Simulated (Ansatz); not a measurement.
Input and output for TiRe: DFT, PBEsol, all-electron LAPW, scalar-relativistic (Ansatz 0.2.0). This run: one bond, the shortest of the undistorted cell, set to 1.728 Å.

The cell is entry 1523516 of the Crystallography Open Database, unrelaxed.

Command: `ansatz run input.yaml --threads 1 --pin off --max-ram 2048MiB --backend cpu --events-out ev --progress --plain --runs-dir out` It took 4.6 min on 1 thread of Arm Neoverse V1, with other jobs on the host, peak memory 0.88 GiB.

```yaml
crystal:
  lattice:
    - [3.118, 0.0, 0.0]
    - [0.0, 3.118, 0.0]
    - [0.0, 0.0, 3.118]
  atoms:
    - { symbol: Ti, position: [0.41, 0.41, 0.41] }
    - { symbol: Re, position: [0.09, 0.09, 0.09] }
kpoints:
  mp_grid: { grid: [10, 10, 10] }
scf:
  occupations: { method: fermi_dirac, width: 0.05 }
hamiltonian:
  xc: pbesol
  pseudopotentials: { kind: all_electron, lapw: { basis_error: 0.001 } }
output:
  forces: true
  stress: true
  eigenvalues: true
  populations: true
```

Output:

```
Ti: projections on atomic orbitals take those of the free atom 1s2 2s2 2p6 3s2 3p6 3d2 4s2, of charge +0.00 (hamiltonian.pseudopotentials.projection_atoms)
Re: projections on atomic orbitals take those of the free atom 1s2 2s2 2p6 3s2 3p6 3d10 4s2 4p6 4d10 4f14 5s2 5p6 5d5 6s2, of charge +0.00 (hamiltonian.pseudopotentials.projection_atoms)
LAPW: plane waves up to 13.788 Å⁻¹, error target 1.0e-3 eV per atom; small_component_spin mean_spin; Ti in spheres of 0.776 Å, 20 of its electrons in bands, Dirac shells []; Re in spheres of 0.952 Å, 47 of its electrons in bands, Dirac shells [] (how accurate: hamiltonian.pseudopotentials.lapw.basis_error, Limitations)
Engine: ansatz 0.2.0
Pseudopotentials: kind: all_electron
Pseudopotential: Ti, LAPW, valence charge 20, lapw/all_electron/scalar/gaussian/Ti, Koelling and Harmon's equation, gaussian nucleus
Pseudopotential: Re, LAPW, valence charge 47, lapw/all_electron/scalar/gaussian/Re, Koelling and Harmon's equation, gaussian nucleus
Functional definition: PBEsol
  exchange = pbesol_x
  correlation = pbesol_c
Crystal: 2 atoms, lattice volume = 30.313 Å³
Basis set: ecut = 724.3306170004952 eV, 1357 PW (Γ), exchange–correlation at level 2
Bands: 41, of which v1, the nominal top of the filled ones, is band 34 counted from 1 (33 counted from 0)
Symmetry: 6 space group operations
Space group: R3m (ITA 160), of the structure as read, at distance tolerance 3.1e-5 Å
k-points: 116 of 1000 (time reversal used)
Non-local potential: Ti, projectors of the file, none
Non-local potential: Re, projectors of the file, none
Initial density: superposition of atomic densities (chi_scale 0.1, normalization cell, long waves kept (reshape's long-wave potential 0.00 eV rms))
Initial wavefunctions: plane waves of lowest kinetic energy (no species holds an atomic orbital)
Functional: x = pbesol(κ = 0.804, μ = 0.12345679012345678), c = pbesol(β = 0.046)
iter 1 solved again at ethr=6.61e-3 eV; its pass at ethr=1.00e-1 eV (dr2=4.43e0 eV) is discarded
SCF iter   1: F=—  HF=-477225.786242 eV  |F-HF|=—  |Δ(HF+E_count)|=         —  Δρ=9.80e-2  dr2=4.43e0  ethr=6.61e-3  ⟨swp⟩=2.0  Hψ=30856  notcnv=0
preconditioner: auto → Kerker (q_TF=auto, 3.114 Å⁻¹)  [metal: Δε(μ)=0.025 eV  Ē_g=28.887 eV  σ=0.050 eV  W_gap=0.13  n_scr=18 (ndim 8)  ℏωp=37.6 eV  f_vac=0.000  D(μ)=1.63/eV (n_scr^D=18)]
SCF iter   2: F=—  HF=-477224.871265 eV  |F-HF|=—  |Δ(HF+E_count)|=   9.15e-1  Δρ=5.69e-2  dr2=1.59e0  ethr=6.61e-3  ⟨swp⟩=3.0  Hψ=14288  notcnv=0
SCF iter   3: F=—  HF=-477224.528324 eV  |F-HF|=—  |Δ(HF+E_count)|=   3.43e-1  Δρ=3.66e-2  dr2=7.22e-1  ethr=2.37e-3  ⟨swp⟩=2.0  Hψ=13580  notcnv=0
iter 4 solved again at ethr=8.38e-5 eV; its pass at ethr=1.08e-3 eV (dr2=5.62e-2 eV) is discarded
SCF iter   4: F=—  HF=-477224.330429 eV  |F-HF|=—  |Δ(HF+E_count)|=   1.98e-1  Δρ=1.04e-2  dr2=5.62e-2  ethr=8.38e-5  ⟨swp⟩=2.0  Hψ=24180  notcnv=0
SCF iter   5: F=—  HF=-477224.313880 eV  |F-HF|=—  |Δ(HF+E_count)|=         —  Δρ=3.28e-3  dr2=3.47e-3  ethr=8.38e-5  ⟨swp⟩=3.0  Hψ=14280  notcnv=0
the basis was enlarged: its passes take 549.5 KiB over the memory plan, 1 of 1 planned eigensolver slots
SCF iter   6: F=—  HF=-477224.312002 eV  |F-HF|=—  |Δ(HF+E_count)|=   1.88e-3  Δρ=1.88e-3  dr2=1.47e-3  ethr=5.18e-6  ⟨swp⟩=2.0  Hψ=12969  notcnv=0
SCF iter   7: F=—  HF=-477224.311359 eV  |F-HF|=—  |Δ(HF+E_count)|=   6.44e-4  Δρ=8.73e-4  dr2=2.81e-4  ethr=2.19e-6  ⟨swp⟩=2.0  Hψ=12969  notcnv=0
SCF iter   8: F=—  HF=-477224.311277 eV  |F-HF|=—  |Δ(HF+E_count)|=   8.16e-5  Δρ=2.84e-4  dr2=2.47e-5  ethr=4.20e-7  ⟨swp⟩=2.0  Hψ=12974  notcnv=0
SCF iter   9: F=—  HF=-477224.311275 eV  |F-HF|=—  |Δ(HF+E_count)|=   2.18e-6  Δρ=7.24e-5  dr2=1.48e-6  ethr=3.69e-8  ⟨swp⟩=2.0  Hψ=12969  notcnv=0
SCF iter  10: F=—  HF=-477224.311275 eV  |F-HF|=—  |Δ(HF+E_count)|=   1.04e-7  Δρ=1.90e-5  dr2=8.55e-8  ethr=2.21e-9  ⟨swp⟩=2.0  Hψ=12969  notcnv=0
SCF iter  11: F=-477224.311275 eV  HF=-477224.311275 eV  |F-HF|=2.19e-8  |Δ(HF+E_count)|=   2.04e-8  Δρ=7.86e-6  dr2=1.99e-8  ethr=1.28e-10  ⟨swp⟩=2.6  Hψ=13057  notcnv=0
SCF 1 converged in 11 iterations: F = -477224.311275 eV  dr2 = 1.99e-8
SCF converged after 11 iterations
Free energy (F): -477224.311275 eV
Harris-Foulkes:  -477224.311275 eV  (|F-HF|=2.19e-8)
Internal energy: -477224.297336 eV  (E = F + TS)
E sigma→0 (E₀):  -477224.304305 eV
Entropy (-TS):   -0.013939 eV (-6.970 meV/atom)
Fermi energy:    22.557358 eV
--- Per-component energies (eV) ---
  E_band       = -9735.417878
  E_kinetic    = 533608.137300
  E_xc         = -10045.530890
  E_electrostatic = -1000786.903746  (all electrons and nuclei)
  E_smearing   = -0.013939  (= −TS)
  E_closure    = 0.000000  (closes the sum)
  E_atoms      = -477210.040423  (free atoms, spherical and without spin; not in F)
  Σ components = -477224.311275   (vs F -477224.311275, Δ=0.00e0)
  Basis errors (estimates in eV, not in F): energy 5.2e-4 per atom: plane waves 4.7e-4 (2.9e-4 summed), levels above the bands 8.1e-79, relativity 1.1e-7, radial functions 4.9e-5, core shells 7.6e-10; eigenvalues (radial functions only) 8.5e-7; not estimated: angular momenta, meshes, grids; target (lapw.basis_error) 1.0e-3; muffin-tin radii Ti 0.776 Å, Re 0.952 Å
--- Forces (eV/Å), atoms counted from 1 ---
  atom   1  Ti    11.22950764    11.22950764    11.22950764
  atom   2  Re   -11.22944531   -11.22944531   -11.22944531
  max |Σ_I F_I| component: 6.23e-5 eV/Å
--- Stress (GPa, compression-positive) ---
       73.533498      39.738827      39.738827
       39.738827      73.533498      39.738827
       39.738827      39.738827      73.533498
  P = ⅓ Tr σ = 73.5335 GPa (735.335 kbar)
--- Band table (eV; the first three rows and the last of 116) ---
  k-point 0: bands = ["-570.2541", "-505.8303", "-417.7013", "-417.6285", "-417.6285", "-413.5294", "-413.5294", "-413.4470", "-226.3258", "-226.2827", "-226.2827", "-226.2301", "-226.2301", "-57.0788", "-33.5977", "-20.2690", "-18.7901", "-18.7901", "-14.0361", "-13.9907", "-13.9907", "-13.8779", "-13.8779", "-13.8223", "-13.8205", "-9.4620", "-9.4620", "-8.4967", "14.7961", "17.6503", "17.6503", "20.8823", "21.3142", "21.3142", "24.8808", "24.8808", "26.5750", "26.5750", "31.2135", "35.3797", "35.6850"]
  k-point 1: bands = ["-570.2541", "-505.8303", "-417.7013", "-417.6285", "-417.6285", "-413.5294", "-413.5294", "-413.4470", "-226.3258", "-226.2827", "-226.2827", "-226.2301", "-226.2301", "-57.0778", "-33.5988", "-20.2713", "-18.8072", "-18.7882", "-14.0364", "-13.9909", "-13.9896", "-13.8782", "-13.8777", "-13.8222", "-13.8206", "-9.4639", "-9.4589", "-8.5026", "14.9890", "17.6060", "17.8059", "20.8732", "21.0382", "21.4176", "24.6953", "24.9352", "26.6679", "26.9524", "30.8611", "34.1188", "35.4382"]
  k-point 2: bands = ["-570.2541", "-505.8303", "-417.7013", "-417.6285", "-417.6285", "-413.5294", "-413.5294", "-413.4470", "-226.3258", "-226.2827", "-226.2827", "-226.2301", "-226.2301", "-57.0752", "-33.6016", "-20.2767", "-18.8522", "-18.7833", "-14.0370", "-13.9914", "-13.9866", "-13.8790", "-13.8774", "-13.8220", "-13.8211", "-9.4701", "-9.4509", "-8.5169", "15.5302", "17.4875", "18.2372", "20.4551", "20.8777", "21.7013", "24.2257", "25.0653", "26.7219", "27.8121", "30.2400", "32.3565", "34.9089"]
  k-point 115: bands = ["-570.2541", "-505.8303", "-417.7013", "-417.6285", "-417.6285", "-413.5294", "-413.5294", "-413.4470", "-226.3258", "-226.2827", "-226.2827", "-226.2301", "-226.2301", "-57.0484", "-33.6011", "-20.4343", "-19.0423", "-19.0423", "-14.0374", "-13.9754", "-13.9754", "-13.8801", "-13.8801", "-13.8225", "-13.8194", "-9.4649", "-9.4649", "-8.4948", "19.2654", "19.2654", "20.8698", "21.5729", "21.5729", "22.2862", "23.5484", "23.5484", "27.8244", "27.8244", "28.6389", "29.5716", "31.4509"]
--- Löwdin populations: 2 sites ---
  site symbol       q [e]
     0     Ti     21.8968
     1     Re     74.9390
  spilling = 0.001692 (of n_electrons = 97.000000)
```

populations.tsv:

```
# site	symbol	l	j	q
# orbitals = lowdin
# n_electrons = 97.000000
# spilling = 0.001692
# projection_atom_Ti: 1s2 2s2 2p6 3s2 3p6 3d2 4s2
# projection_atom_Re: 1s2 2s2 2p6 3s2 3p6 3d10 4s2 4p6 4d10 4f14 5s2 5p6 5d5 6s2
0	Ti	0_1S	-	1.999932
0	Ti	0_2S	-	1.996194
0	Ti	0_3S	-	1.916791
0	Ti	0_4S	-	0.730786
0	Ti	1_2P	-	5.999825
0	Ti	1_3P	-	5.938185
0	Ti	2_3D	-	3.315123
1	Re	0_1S	-	1.999999
1	Re	0_2S	-	1.999948
1	Re	0_3S	-	1.999356
1	Re	0_4S	-	1.993731
1	Re	0_5S	-	1.924843
1	Re	0_6S	-	0.866870
1	Re	1_2P	-	6.000000
1	Re	1_3P	-	5.999988
1	Re	1_4P	-	5.999368
1	Re	1_5P	-	5.941547
1	Re	2_3D	-	9.999999
1	Re	2_4D	-	9.999841
1	Re	2_5D	-	6.215406
1	Re	3_4F	-	13.998126
```

Spin–orbit coupling is left out, which matters for the heavy atoms.
